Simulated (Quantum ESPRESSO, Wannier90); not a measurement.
Wannierisation of AlAs (zinc blende)

```
AlAs
1.0
    0.00000     2.83790     2.83790
    2.83790     0.00000     2.83790
    2.83790     2.83790     0.00000
Al As
1 1
Direct
  0.00000   0.00000   0.00000
  0.25000   0.25000   0.25000
```

Cell from Materials Project (mp-2172), symmetrised, no further relaxation. COD (Crystallography Open Database) has an entry of this formula and space group (matched by these alone). Computed values, not measurements, from PBEsol: Quantum ESPRESSO (norm-conserving PseudoDojo potentials, cutoff 68 Ry, no spin polarisation, no spin-orbit coupling) on a Γ-centred 8×8×8 mesh, then Wannier90. Density: 10×10×10 mesh, cold smearing 0.01 Ry. Spin-orbit coupling, left out, would split the p-like bands by a few tenths of an eV.

Functional, cutoff and mesh named above are those of the base row (8×8×8); the first column says what each row takes instead. Model: 8 functions from bands 6-20, start hydrogen-like Al: s;p; As: s;p, centres 0.05 Å off the atoms, frozen window tied to the conduction edge or Fermi level of each row, as listed, which moves Ω_I and hoppings a little by itself. Energies are relative to the valence-band maximum; the misfit is to pw.x on a path, for states up to 2.3 eV relative to the valence-band maximum. Only the mesh of Bloch states changes. The disentangled Ω_I can sit in another minimum from row to row.

```tsv
mesh	frozen to (eV)	Ω_I (Å²)	rms misfit (meV)	k-points (cost)	rough cost of nscf and overlaps (first row = 1)
3×3×3	2.84	9.16	271	27	1.0
4×4×4	2.84	10.57	47	64	2.0
5×5×5	2.84	10.95	45	125	2.4
7×7×7	2.84	11.57	16	343	6
8×8×8	2.84	12.01	13	512	10
10×10×10	2.84	12.57	11	1000	19
```
